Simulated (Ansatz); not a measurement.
An Ansatz input:

```yaml
crystal:
  lattice:
    - [4.4078688743, 0.0, 0.0]
    - [-2.2039344372, 3.8173264217, 0.0]
    - [0.0, 0.0, 2.6128316369]
  atoms:
    - { symbol: Pd, position: [0.0, 0.0, 1.0], spin: 0.291 }
    - { symbol: Pd, position: [0.3333333333, 0.6666666667, 0.5], spin: 0.241 }
    - { symbol: Pd, position: [0.6666666667, 0.3333333333, 0.5], spin: 0.241 }
hamiltonian:
  xc: r2scan
  pseudopotentials:
    kind: paw
    azcp:
      Pd: "pseudopotentials/Pd.paw.azcp"
basis:
  ecutwfc: 500
  fft_grid_basis: typed
kpoints:
  mp_grid: { grid: [9, 9, 13], shift: [0, 0, 0] }
magnetization:
  spin_polarized: true
scf:
  occupations: { method: fermi_dirac, width: 0.05 }
  lower_state_search: "off"
output:
  stress: true
```

and its output:

```
Engine: ansatz 0.2.0, x86_64-unknown-linux-gnu
Pseudopotentials: kind: paw
Pseudopotential: Pd, paw, valence charge 18, recommended cutoff 500 eV (meta_gga) 
Functional definition: r2SCAN
  parameter k0 = 0.174
  parameter k1 = 0.065
  parameter a1 = 4.9479
  exchange = r2scan_x(k0 = k0, k1 = k1, a1 = a1)
  correlation = r2scan_c
Crystal: 3 atoms, lattice volume = 43.964 Å³
Basis set: ecut = 500 eV, 1125 PW (Γ), exchange–correlation on 144×144×80 points (64 copies of the dense FFT grid, shifted against one another)
Bands: 33, of which v1, the nominal top of the filled ones, is band 27 counted from 1 (26 counted from 0)
Symmetry: 24 space group operations
Space group: P6/mmm (ITA 191), of the structure as read, at distance tolerance 3.5e-5 Å
Magnetic group: BNS 191.233 (UNI 1463), of the structure as read, at distance tolerance 3.5e-5 Å
k-points: 84 of 1053
Non-local potential: Pd, projectors of the file, l = 0: 2, l = 1: 2, l = 2: 2, l = 3: 1
PAW form: soft (Blöchl's): semilocal exchange-correlation on the pseudo side does not see the compensation charge
PAW frozen core: Pd, regenerated for the run's functional (the file was generated under x = pbe(κ = 0.804, μ = 0.2195149727645171), c = pbe(β = 0.06672455060314922))
PAW one-centre angular grid: Pd, 590 points (default); XC on 160 Gauss nodes
Initial density: superposition of atomic densities (chi_scale 0.1, normalization cell)
Starting moments: Σ|m| = 0.773 μB on 3 of 3 sites
Initial wavefunctions: pseudopotential atomic-orbital guess
Functional: x = r2scan, c = r2scan; τ floored in thin density (d = 2e-4 eV/Å³)
SCF iter   1: F=-20953.618883 eV  HF=-20958.536546 eV  |F-HF|=4.92e0  |Δ(HF+E_count)|=         —  Δρ=6.51e-2 (↑6.51e-2 ↓6.32e-2)  dr2=7.14e0  dr2_τ=3.02e-2  dr2_m=6.65e-3  M=0.680 μB ∫|m|=0.691 μB  β_m=0.30  ethr=3.10e-3  ⟨swp⟩=5.8  Hψ=20784  notcnv=0
SCF iter   2: F=-20955.917610 eV  HF=-20957.234521 eV  |F-HF|=1.32e0  |Δ(HF+E_count)|=    1.30e0  Δρ=3.76e-2 (↑3.74e-2 ↓3.76e-2)  dr2=2.44e0  dr2_τ=2.93e-2  dr2_m=2.95e-3  M=0.681 μB ∫|m|=0.704 μB  β_m=0.30  ethr=3.10e-3  ⟨swp⟩=2.4  Hψ=10886  notcnv=0  defer=141  κ⁻¹=1.0e0(r=1)
SCF iter   3: F=-20956.672624 eV  HF=-20956.785227 eV  |F-HF|=1.13e-1  |Δ(HF+E_count)|=   4.49e-1  Δρ=1.61e-2 (↑1.17e-2 ↓1.61e-2)  dr2=3.19e-1  dr2_τ=1.40e-2  dr2_m=5.32e-3  M=0.622 μB ∫|m|=0.656 μB  β_m=0.30  ethr=3.10e-3  ⟨swp⟩=2.0  Hψ=9408  notcnv=0  defer=141  κ⁻¹=5.8e-2(r=2)
SCF iter   4: F=-20956.840190 eV  HF=-20956.819772 eV  |F-HF|=2.04e-2  |Δ(HF+E_count)|=   3.45e-2  Δρ=1.10e-2 (↑8.96e-3 ↓1.10e-2)  dr2=1.05e-1  dr2_τ=4.55e-3  dr2_m=8.95e-4  M=0.673 μB ∫|m|=0.709 μB  β_m=0.30  ethr=5.90e-4  ⟨swp⟩=2.0  Hψ=8300  notcnv=0  defer=155  κ⁻¹=2.6e-3(r=3)
SCF iter   5: F=-20956.863955 eV  HF=-20956.872950 eV  |F-HF|=8.99e-3  |Δ(HF+E_count)|=   5.32e-2  Δρ=4.48e-3 (↑4.48e-3 ↓3.23e-3)  dr2=1.77e-2  dr2_τ=5.15e-4  dr2_m=8.90e-4  M=0.685 μB ∫|m|=0.724 μB  β_m=1.00  ethr=1.94e-4  ⟨swp⟩=2.0  Hψ=9119  notcnv=0  defer=155  κ⁻¹=2.3e-5(r=4)
SCF iter   6: F=-20956.870734 eV  HF=-20956.873617 eV  |F-HF|=2.88e-3  |Δ(HF+E_count)|=   6.67e-4  Δρ=2.57e-3 (↑1.07e-3 ↓2.57e-3)  dr2=4.54e-3  dr2_τ=2.10e-4  dr2_m=4.15e-4  M=0.714 μB ∫|m|=0.765 μB  β_m=1.00  ethr=3.28e-5  ⟨swp⟩=2.1  Hψ=10790  notcnv=0  defer=155  κ⁻¹=1.4e-5(r=5)
SCF iter   7: F=-20956.873427 eV  HF=-20956.872724 eV  |F-HF|=7.03e-4  |Δ(HF+E_count)|=   8.93e-4  Δρ=7.34e-4 (↑5.60e-4 ↓7.34e-4)  dr2=3.73e-5  dr2_τ=2.89e-5  dr2_m=1.57e-4  M=0.734 μB ∫|m|=0.790 μB  β_m=1.00  ethr=8.41e-6  ⟨swp⟩=2.0  Hψ=8656  notcnv=0  defer=155  κ⁻¹=2.6e-6(r=6)
SCF iter   8: F=-20956.873563 eV  HF=-20956.872974 eV  |F-HF|=5.89e-4  |Δ(HF+E_count)|=   2.50e-4  Δρ=5.10e-4 (↑3.73e-4 ↓5.10e-4)  dr2=1.72e-5  dr2_τ=5.56e-6  dr2_m=7.21e-5  M=0.748 μB ∫|m|=0.807 μB  β_m=1.00  ethr=6.91e-8  ⟨swp⟩=2.0  Hψ=9342  notcnv=0  defer=155  κ⁻¹=1.3e-6(r=7)
SCF iter   9: F=-20956.873624 eV  HF=-20956.873175 eV  |F-HF|=4.49e-4  |Δ(HF+E_count)|=   2.01e-4  Δρ=4.44e-4 (↑1.76e-4 ↓4.44e-4)  dr2=3.70e-5  dr2_τ=2.97e-6  dr2_m=3.54e-5  M=0.758 μB ∫|m|=0.819 μB  β_m=1.20  ethr=3.18e-8  ⟨swp⟩=2.0  Hψ=8949  notcnv=0  defer=155
Mixer restart at iter 9: flushing history
spin-set hold released at iteration 9 (site moments contracting): the magnetisation degrees of freedom join the quasi-Newton model from the next iteration; the mixer history was flushed
SCF iter  10: F=-20956.873687 eV  HF=-20956.873312 eV  |F-HF|=3.75e-4  |Δ(HF+E_count)|=   1.37e-4  Δρ=2.37e-4 (↑1.62e-4 ↓2.37e-4)  dr2=4.49e-6  dr2_τ=1.76e-6  dr2_m=1.42e-5  M=0.766 μB ∫|m|=0.829 μB  β_m=1.20  ethr=3.18e-8  ⟨swp⟩=2.2  Hψ=9277  notcnv=0  defer=155  κ⁻¹=1.0e0(r=1)
SCF iter  11: F=-20956.873721 eV  HF=-20956.873508 eV  |F-HF|=2.14e-4  |Δ(HF+E_count)|=   1.96e-4  Δρ=1.56e-4 (↑1.21e-4 ↓1.56e-4)  dr2=8.85e-6  dr2_τ=6.56e-7  dr2_m=5.48e-6  M=0.775 μB ∫|m|=0.840 μB  β_m=1.20  ethr=8.32e-9  ⟨swp⟩=2.0  Hψ=9965  notcnv=0  defer=155  κ⁻¹=5.3e-1(r=2)
SCF iter  12: F=-20956.873738 eV  HF=-20956.873579 eV  |F-HF|=1.59e-4  |Δ(HF+E_count)|=   7.10e-5  Δρ=1.27e-4 (↑1.03e-4 ↓1.27e-4)  dr2=3.85e-6  dr2_τ=3.77e-7  dr2_m=3.61e-6  M=0.778 μB ∫|m|=0.844 μB  β_m=1.20  ethr=8.32e-9  ⟨swp⟩=2.0  Hψ=7923  notcnv=0  defer=155  κ⁻¹=3.2e-2(r=3)
SCF iter  13: F=-20956.873769 eV  HF=-20956.873747 eV  |F-HF|=2.14e-5  |Δ(HF+E_count)|=   1.68e-4  Δρ=3.95e-5 (↑3.95e-5 ↓3.83e-5)  dr2=4.55e-7  dr2_τ=1.55e-8  dr2_m=1.35e-7  M=0.789 μB ∫|m|=0.858 μB  β_m=1.20  ethr=7.14e-9  ⟨swp⟩=2.1  Hψ=10062  notcnv=0  defer=155  κ⁻¹=6.7e-3(r=4)
SCF iter  14: F=-20956.873772 eV  HF=-20956.873770 eV  |F-HF|=2.43e-6  |Δ(HF+E_count)|=   2.27e-5  Δρ=1.93e-5 (↑1.87e-5 ↓1.93e-5)  dr2=9.70e-8  dr2_τ=3.92e-9  dr2_m=3.22e-8  M=0.793 μB ∫|m|=0.863 μB  β_m=1.20  ethr=1.85e-10  ⟨swp⟩=2.8  Hψ=21896  notcnv=0  κ⁻¹=9.2e-4(r=5)
SCF iter  15: F=-20956.873773 eV  HF=-20956.873771 eV  |F-HF|=1.45e-6  |Δ(HF+E_count)|=   1.35e-6  Δρ=8.78e-6 (↑8.78e-6 ↓8.45e-6)  dr2=2.15e-8  dr2_τ=1.19e-9  dr2_m=8.47e-9  M=0.796 μB ∫|m|=0.866 μB  β_m=1.20  ethr=1.80e-10  ⟨swp⟩=4.0  Hψ=17892  notcnv=0  κ⁻¹=2.2e-4(r=6)
iter 16 did not close the SCF: its close was put off for a magnetic moment that had not settled (scf_convergence_deferred on its scf_iter line)
SCF iter  16: F=-20956.873773 eV  HF=-20956.873773 eV  |F-HF|=3.22e-8  |Δ(HF+E_count)|=   1.49e-6  Δρ=5.53e-6 (↑5.53e-6 ↓4.95e-6)  dr2=5.33e-10  dr2_τ=7.65e-10  dr2_m=1.07e-8  M=0.795 μB ∫|m|=0.865 μB  β_m=1.20  ethr=3.98e-11  ⟨swp⟩=4.0  Hψ=17653  notcnv=0  κ⁻¹=4.5e-5(r=7)
SCF iter  17: F=-20956.873773 eV  HF=-20956.873773 eV  |F-HF|=2.50e-8  |Δ(HF+E_count)|=   1.78e-8  Δρ=1.12e-6 (↑6.53e-7 ↓1.12e-6)  dr2=4.82e-10  dr2_τ=2.66e-11  dr2_m=1.93e-10  M=0.795 μB ∫|m|=0.866 μB  ethr=1.00e-12  ⟨swp⟩=1.0  Hψ=18374  notcnv=0
SCF 1 converged in 17 iterations: F = -20956.873773 eV  dr2 = 4.82e-10
this state was not tested for a lower state beside it, because the mixer in use, unlike msr1, does not test its closes by its own steps (another_mixer; see scf.mixing.algorithm and scf.lower_state_search)
SCF converged after 17 iterations
Magnetization: 0.7953 μB (27.3977 up, 26.6023 down)
Absolute magnetization: 0.8657 μB (∫|ρ↑−ρ↓|, with the PAW one-centre terms)
Spin contamination: 0.0036 ħ² per cell (⟨S²⟩ above its minimum at these occupations)
Per-site moments (μB) at R_I (Å): [(0.27754646254505133, 1.0777930502212503), (0.27188519864947497, 1.0497647659667462), (0.2718851986494748, 1.0497647659667462)]
Free energy (F): -20956.873773 eV
Harris-Foulkes:  -20956.873773 eV  (|F-HF|=2.50e-8)
Internal energy: -20956.835700 eV  (E = F + TS)
E sigma→0 (E₀):  -20956.854736 eV
Entropy (-TS):   -0.038073 eV (-12.691 meV/atom)
Fermi energy:    19.811957 eV
--- Per-component energies (eV) ---
  E_band       = -454.190519
  E_kinetic    = 1549.246217
  E_local      = -5259.531111  (includes V_loc(G=0)·N_el)
  E_nonlocal   = 653.680690
  E_hartree    = 2147.061262
  E_xc         = -481.715975
  E_vxc        = -698.545727  (∫ρ·V_xc dr)
  E_paw        = -11317.062354  (= ΣΔE_a)
  E_vpaw       = -1044.439934  (= ΣTr[D̂ρ^β])
  E_aug_tail   = 0.000310  (compensation charges beyond the density's cutoff)
  E_vtau       = 51.277248  (kinetic-family band-sum trace: ∫τ·v_τ [+ j·A + Jᵃ·Aᵃ] dr)
  E_ewald      = -8247.158479
  E_core_change = -1.356260  (= ΣΔE_core)
  E_smearing   = -0.038073  (= −TS)
  E_closure    = -0.000000  (closes the sum)
  Σ components = -20956.873773   (vs F -20956.873773, Δ=0.00e0)
--- Stress (GPa, compression-positive) ---
        7.919676      -0.000000       0.000000
       -0.000000       7.919676       0.000000
        0.000000       0.000000       8.917288
  P = ⅓ Tr σ = 8.2522 GPa (82.522 kbar)
```

Command:

```sh
ansatz run input.yaml --threads 1 --pin off --max-ram 3584MiB --backend cpu --events-out ev --progress --plain --runs-dir out
```

On 1 thread of Intel(R) Xeon(R) Platinum 8259CL CPU @ 2.50GHz (Skylake/Cascade Lake) (shared host) this took about 64 s of wall time and 64 s of CPU time.
